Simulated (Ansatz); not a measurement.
Computed properties of ZnS

ZnS:
```
CELL_PARAMETERS angstrom
      3.56502     0.00000     0.00000
     -1.78251     3.08740     0.00000
      0.00000     0.00000     5.81645
ATOMIC_POSITIONS crystal
  Zn 0.00000 0.00000 0.00000
  Zn 0.00000 0.00000 0.50000
  S  0.33333 0.66667 0.25000
  S  0.66667 0.33333 0.75000
```

Space group P6_3/mmc (No. 194), NiAs type; conventional cell a = b = 3.5650 Å, c = 5.8165 Å, α = β = 90.00°, γ = 120.00°.

Method: DFT-PBEsol in the program Ansatz with PAW potentials. Structure relaxed to zero pressure with the same functional. Other levels are named where they apply.

**Cell and energy**

```json
{
 "volume_per_atom": "16.00 Å³",
 "density": "5.05 g/cm³",
 "Formation energy from the elements (no fitted shifts)": "-0.53 eV/atom"
}
```

**Electronic structure**

```json
{
  "band_gap": "0.28 eV (indirect)",
  "valence_band_maximum": "on the Γ–M line, 38 % of the way from Γ",
  "conduction_band_minimum": "at K (2 equivalent valleys)",
  "smallest_direct_gap_on_the_standard_path": "1.77 eV",
  "electron_effective_mass": "0.20, 0.30, 0.30 mₑ (principal values)",
  "hole_effective_mass": "0.19, 1.0, 3.7 mₑ (principal values)",
  "HSE06 gap on the PBEsol cell": "1.49 eV"
}
```

**Mechanics**

```json
{
  "Bulk modulus (Birch–Murnaghan fit)": "98.5 GPa",
  "Pressure derivative B′": "4.5",
  "Elastic constants (relaxed ions, GPa)": "C11 = 142, C12 = 85.0, C13 = 63.6, C33 = 182, C44 = 1.9",
  "mechanical_stability": "marginal (the smallest eigenvalue of C is near zero)"
}
```

**Dielectric response**

```json
{
 "Electronic dielectric constant ε∞ (DFPT)": "10.6 (xx = yy), 11.6 (zz)",
 "Static dielectric constant ε0 (ions relaxed, cell fixed)": "36.9 (xx = yy), 139 (zz)",
 "Born charges (a third of the trace)": "Zn +2.99, S -2.99 e"
}
```

**Phonons**

```json
{
 "Highest zone-centre frequency (without LO–TO term)": "292 cm^-1",
 "zone_centre_stability": "no imaginary mode at Γ",
 "dynamical_stability_on_the_path": "unstable, down to 46i cm⁻¹"
}
```

The start of the workflow was typed in or built on a structure type; neither database checked (COD, Materials Project) lists it. It is not the phase usual at ambient conditions (space group No. 186, 216). Symmetry was held in the PBEsol relaxation. The references are the lowest solids computed at this level, not always the standard phases.

Potentials: the later of the program's two PAW sets.
